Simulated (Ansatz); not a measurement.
A relaxation computed with Ansatz, from input to last step.

```yaml
crystal:
  lattice:
    - [3.6481564856, 0.0, 0.0]
    - [0.0, 3.6481564856, 0.0]
    - [0.0, 0.0, 8.0944900865]
  atoms:
    - { symbol: Zr, position: [0.0, 0.5, 0.276110486] }
    - { symbol: Zr, position: [0.5, 0.0, 0.723889514] }
    - { symbol: Ge, position: [0.0, 0.0, 0.0] }
    - { symbol: Ge, position: [0.5, 0.5, 0.0] }
    - { symbol: S, position: [0.0, 0.5, 0.6208667555] }
    - { symbol: S, position: [0.5, 0.0, 0.3791332445] }
basis:
  ecutwfc: 420
kpoints:
  mp_grid: { grid: [10, 10, 6] }
hamiltonian:
  xc: pbesol
scf:
  occupations: { method: gaussian, width: 0.1 }
output:
  forces: true
  stress: true
  eigenvalues: true
relax:
  adjacent_minimum: "off"
  f_tol: 0.005
  max_steps: 50
  cell: { stress_tol: 0.05 }
```

```bash
ansatz run input.yaml --threads 1 --pin off --max-ram 2560MiB --backend cpu --events-out ev --progress --plain --runs-dir out
```

These are results of Ansatz, DFT PBEsol, scalar-relativistic, plane waves, PAW, not measurements.

Of 7 frames 7 are shown, positions in Å and forces in eV/Å; the SCF threshold varies from step to step. Steps run on the plane waves of an earlier cell, with a Pulay correction in the pressure. The basis is chosen afresh for the last frame, the zero of the energies, and at times for earlier ones too; energy and pressure step there, also at an unchanged geometry. The mark taken_back stands on steps that the optimiser undid.

```xyz
6
Lattice="3.6482 0.0000 0.0000 0.0000 3.6482 0.0000 0.0000 0.0000 8.0945" Properties=species:S:1:pos:R:3:forces:R:3 pbc="T T T" step=1 free_energy_over_end_meV_per_atom=10.31 pressure_GPa=-4.66
Zr    0.0000    1.8241    2.2350    0.0000    0.0000    0.0036
Zr    1.8241    0.0000    5.8595    0.0000    0.0000   -0.0036
Ge    0.0000    0.0000    0.0000    0.0000    0.0000    0.0000
Ge    1.8241    1.8241    0.0000    0.0000    0.0000    0.0000
S     0.0000    1.8241    5.0256    0.0000    0.0000   -0.0142
S     1.8241    0.0000    3.0689    0.0000    0.0000    0.0142
6
Lattice="3.5683 0.0000 0.0000 0.0000 3.5683 0.0000 0.0000 0.0000 7.7852" Properties=species:S:1:pos:R:3:forces:R:3 pbc="T T T" step=2 free_energy_over_end_meV_per_atom=19.44 pressure_GPa=6.70 taken_back
Zr    0.0000    1.7841    2.1333    0.0000    0.0000    0.5637
Zr    1.7841    0.0000    5.6520    0.0000    0.0000   -0.5637
Ge    0.0000    0.0000    0.0000    0.0000    0.0000    0.0000
Ge    1.7841    1.7841    0.0000    0.0000    0.0000    0.0000
S     0.0000    1.7841    4.8261    0.0000    0.0000    0.0926
S     1.7841    0.0000    2.9591    0.0000    0.0000   -0.0926
6
Lattice="3.6004 0.0000 0.0000 0.0000 3.6004 0.0000 0.0000 0.0000 8.0195" Properties=species:S:1:pos:R:3:forces:R:3 pbc="T T T" step=3 free_energy_over_end_meV_per_atom=0.13 pressure_GPa=-0.41
Zr    0.0000    1.8002    2.2169    0.0000    0.0000    0.0040
Zr    1.8002    0.0000    5.8025    0.0000    0.0000   -0.0040
Ge    0.0000    0.0000    0.0000    0.0000    0.0000    0.0000
Ge    1.8002    1.8002    0.0000    0.0000    0.0000    0.0000
S     0.0000    1.8002    4.9643    0.0000    0.0000    0.0801
S     1.8002    0.0000    3.0551    0.0000    0.0000   -0.0801
6
Lattice="3.6012 0.0000 0.0000 0.0000 3.6012 0.0000 0.0000 0.0000 7.9947" Properties=species:S:1:pos:R:3:forces:R:3 pbc="T T T" step=4 free_energy_over_end_meV_per_atom=-0.06 pressure_GPa=-0.06
Zr    0.0000    1.8006    2.2142    0.0000    0.0000   -0.0466
Zr    1.8006    0.0000    5.7805    0.0000    0.0000    0.0466
Ge    0.0000    0.0000    0.0000    0.0000    0.0000    0.0000
Ge    1.8006    1.8006    0.0000    0.0000    0.0000    0.0000
S     0.0000    1.8006    4.9601    0.0000    0.0000   -0.0256
S     1.8006    0.0000    3.0346    0.0000    0.0000    0.0256
6
Lattice="3.6004 0.0000 0.0000 0.0000 3.6004 0.0000 0.0000 0.0000 7.9957" Properties=species:S:1:pos:R:3:forces:R:3 pbc="T T T" step=5 free_energy_over_end_meV_per_atom=-0.09 pressure_GPa=0.00
Zr    0.0000    1.8002    2.2088    0.0000    0.0000    0.0342
Zr    1.8002    0.0000    5.7868    0.0000    0.0000   -0.0342
Ge    0.0000    0.0000    0.0000    0.0000    0.0000    0.0000
Ge    1.8002    1.8002    0.0000    0.0000    0.0000    0.0000
S     0.0000    1.8002    4.9580    0.0000    0.0000    0.0088
S     1.8002    0.0000    3.0377    0.0000    0.0000   -0.0088
6
Lattice="3.6000 0.0000 0.0000 0.0000 3.6000 0.0000 0.0000 0.0000 7.9967" Properties=species:S:1:pos:R:3:forces:R:3 pbc="T T T" step=6 free_energy_over_end_meV_per_atom=-0.10 pressure_GPa=0.00
Zr    0.0000    1.8000    2.2115    0.0000    0.0000   -0.0007
Zr    1.8000    0.0000    5.7853    0.0000    0.0000    0.0007
Ge    0.0000    0.0000    0.0000    0.0000    0.0000    0.0000
Ge    1.8000    1.8000    0.0000    0.0000    0.0000    0.0000
S     0.0000    1.8000    4.9590    0.0000    0.0000    0.0004
S     1.8000    0.0000    3.0377    0.0000    0.0000   -0.0004
6
Lattice="3.6000 0.0000 0.0000 0.0000 3.6000 0.0000 0.0000 0.0000 7.9967" Properties=species:S:1:pos:R:3:forces:R:3 pbc="T T T" step=7 free_energy_over_end_meV_per_atom=0.00 pressure_GPa=0.00
Zr    0.0000    1.8000    2.2115    0.0000    0.0000   -0.0007
Zr    1.8000    0.0000    5.7853    0.0000    0.0000    0.0007
Ge    0.0000    0.0000    0.0000    0.0000    0.0000    0.0000
Ge    1.8000    1.8000    0.0000    0.0000    0.0000    0.0000
S     0.0000    1.8000    4.9590    0.0000    0.0000    0.0004
S     1.8000    0.0000    3.0377    0.0000    0.0000   -0.0004
```

Time: 99 s on 1 thread of Intel(R) Xeon(R) Platinum 8559C (Emerald Rapids), on a shared host, peak memory 0.63 GiB.